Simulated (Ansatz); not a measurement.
Values for one crystal, relaxed and computed with PBEsol (plane waves, PAW; program Ansatz); other levels are named.

- Volume per atom = 10.10 Å³
- Electronic character = metallic (no gap)
- Density of states at the Fermi level = 1.2 states/eV per atom (mean over ±0.08 eV)
- Poisson's ratio = 0.32
- Pressure derivative B′ = 4.6
- Elastic constants (relaxed ions, GPa) = C11 = 461, C12 = 186, C13 = 162, C33 = 516, C44 = 77.6
- Hill bulk and shear moduli = 273 and 114 GPa

**Question.** Pick the material that matches.
A) YSi2, I4_1/amd (Y on 4a, Si on 8e)
B) Ti2BiN, P6_3/mmc (Ti on 4f, Bi on 2c, N on 2a)
C) Co3Si, P6_3/mmc (Co on 6h, Si on 2c)
D) SiRh2, Pnma (Si on 4c, Rh on 4c, Rh on 4c)

**Answer.** C, Co3Si, P6_3/mmc (Co on 6h, Si on 2c)

The first step of the workflow began from a Materials Project structure, measured or hypothetical; the Crystallography Open Database copy checked does not list it. Its standing as an ambient phase is unchecked. The PBEsol relaxation kept the symmetry of its start; its stability against distortions is not shown here. No spin polarisation was allowed. As this level gives no gap, shear constants depend on the k-mesh and smearing (Fermi–Dirac, 0.1 eV here). On the denser mesh and wider smearing of the elastic run this cell carries a stress of 0.5 GPa.

Potentials: the later of the program's two PAW sets.
